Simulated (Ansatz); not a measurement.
Space group P-3m1 (No. 164). a = 3.748 Å, b = 3.748 Å, c = 5.986 Å, α = 90.00°, β = 90.00°, γ = 120.00°
```
atom site symmetry x y z
  Cr    1b      -3m.  0.0000  0.0000  0.5000
  Te    2d       3m.  0.3333  0.6667  0.2426
```

Equation of state of this CrTe2 structure (not necessarily the ground state), with shape and atoms relaxed at each volume where symmetry leaves them free. It has no gap at any of these volumes. These are results of Ansatz, DFT PBEsol, scalar-relativistic, plane waves, PAW, not measurements.

Settings: cutoff 420 eV, Γ-centred mesh 12×12×8 on the computed 3-atom cell, Gaussian smearing of 0.10 eV; collinear spin.

```json
{"V (Å³/atom)": "22.821", "E − E(largest V) (meV/atom)": "3.68", "P (GPa)": "3.26"}
{"V (Å³/atom)": "23.549", "E − E(largest V) (meV/atom)": "-6.86", "P (GPa)": "1.44"}
{"V (Å³/atom)": "24.277", "E − E(largest V) (meV/atom)": "-9.91", "P (GPa)": "0.01"}
{"V (Å³/atom)": "25.006", "E − E(largest V) (meV/atom)": "-7.14", "P (GPa)": "-1.15"}
{"V (Å³/atom)": "25.734", "E − E(largest V) (meV/atom)": "0.00", "P (GPa)": "-1.99"}
```

Question: Fit a third-order Birch–Murnaghan equation to E(V).

Answer: V0 = 24.26 Å³/atom, B0 = 42 GPa, B0' = 7.9.

Spin-orbit coupling is left out, which matters for the bands of heavy elements. The cell holds one magnetic atom, so it can only be ferromagnetic; an antiferromagnetic order may lie lower.